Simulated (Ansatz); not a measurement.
A relaxed cell of Si₂Mo (P6₂22 (No. 180)), relaxed on a k-mesh at least as fine as the one used below. Level of theory: r2SCAN (plane waves to 500 eV, PAW, scalar-relativistic; Ansatz, a program for electronic structure). Γ-centred k-mesh 6×6×4 on the run's cell (coarser than for final values), Fermi–Dirac smearing 0.05 eV.

```
Si2Mo
1.0
    4.58465     0.00000     0.00000
   -2.29232     3.97042     0.00000
    0.00000     0.00000     6.57782
Mo Si
3 6
Direct
  0.50000   0.00000   0.00000
  0.50000   0.50000   0.33333
  0.00000   0.50000   0.66667
  0.16387   0.32774   0.00000
  0.83613   0.16387   0.33333
  0.67226   0.83613   0.66667
  0.83613   0.67226   0.00000
  0.16387   0.83613   0.33333
  0.32774   0.16387   0.66667
```

The atoms are displaced by (Å):

```json
[
 {"atom": "Mo1", "ux": "0.107", "uy": "0.013", "uz": "-0.006"},
 {"atom": "Mo2", "ux": "-0.037", "uy": "0.047", "uz": "-0.036"},
 {"atom": "Mo3", "ux": "-0.071", "uy": "0.046", "uz": "0.004"},
 {"atom": "Si4", "ux": "-0.075", "uy": "0.011", "uz": "-0.035"},
 {"atom": "Si5", "ux": "-0.048", "uy": "-0.045", "uz": "0.038"},
 {"atom": "Si6", "ux": "-0.142", "uy": "0.049", "uz": "0.007"},
 {"atom": "Si7", "ux": "-0.005", "uy": "0.007", "uz": "0.007"},
 {"atom": "Si8", "ux": "0.069", "uy": "-0.085", "uz": "0.121"},
 {"atom": "Si9", "ux": "-0.043", "uy": "0.032", "uz": "0.143"}
]
```

Problem. What forces (eV/Å) and pressure result?

Solution. 
| atom | Fx | Fy | Fz |
|---|---|---|---|
| Mo1 | -2.89 | 0.03 | 0.41 |
| Mo2 | 0.50 | -1.42 | 1.16 |
| Mo3 | 0.70 | -0.91 | 0.67 |
| Si4 | 0.90 | 0.21 | 1.33 |
| Si5 | 0.69 | 0.59 | -0.26 |
| Si6 | 1.22 | -0.47 | -0.36 |
| Si7 | 0.12 | 0.33 | 0.19 |
| Si8 | -1.04 | 1.45 | -1.67 |
| Si9 | -0.20 | 0.19 | -1.48 |

Pressure +2.9 GPa.

Problem. Estimate the energy cost of the displacement in the harmonic approximation and compare with the calculation.

Solution. For a harmonic well ΔE = −½ Σ F·u = 0.748 eV a cell, or 83 meV/atom. The calculated energy relative to the undisplaced cell is +0.08 eV/atom, so the harmonic estimate holds well.

No spin polarisation in the result.

The run that gave the undisplaced cell could not lose the symmetry of its start; a randomly shaken copy of 9 atoms returns to this structure.

The first start was generated by placing the elements on the sites of a structure type. Materials Project lists a structure of Si2Mo in the same space group, P6₂22 (No. 180); the sites were not compared with it, nor with measured phases. Known forms of Si2Mo include space group No. 139.
